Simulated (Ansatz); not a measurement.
# ScAg2 under pressure: fit and missing row

ScAg2, I4/mmm, a = 3.504 Å, c = 8.805 Å. The structure is a Materials Project entry; whether it is the stable form wasn't checked. Ansatz: PBEsol, PAW, 420 eV, Γ-centred 16×16×16 mesh on 3 atoms, Gaussian smearing 0.10 eV; no spin polarisation. Cell and atoms are relaxed at each pressure, and no other structure is tried, so the rows at high pressure may lie past a change of phase.

```
V (Å³/atom) P (GPa)
     14.991    30.00
     16.141    14.99
     16.876     7.99
     17.535     3.00
     18.013     0.00
          ?    -3.01
```

Problem. Take V0 = 18.013 Å³/atom, fit the third-order Birch–Murnaghan form to the other rows, and predict the missing volume.

Solution. With the Eulerian strain f = ½[(V0/V)^(2/3) − 1] and y = P/[3f(1 + 2f)^(5/2)], the form is the line y = B0 + 1.5 B0 (B0′ − 4) f. Rows (f, y): 0.06512, 113.1; 0.03795, 109.7; 0.02221, 107.6; 0.00905, 105.7. Means f = 0.03358, y = 109.02; Σ(Δf)² = 0.001745, ΣΔfΔy = 0.2292; the slope is their ratio. y = 104.6 + 131.4 f GPa, so B0 = 104.6 GPa and B0′ = 4 + 2 × (131.4)/(3 × 104.6) = 4.84. P = -3.01 GPa is met at f = -0.01023 (y = 103.26), so V = V0 (1 + 2f)^(−3/2) = 18.580 Å³/atom. The run gave 18.585 Å³/atom, so the fit is 0.005 Å³/atom too low, a small miss on the scale of the series. The form still works here, 22 % of the fitted range beyond its end.

The mesh isn't the same in all rows (16×16×16, 18×18×18).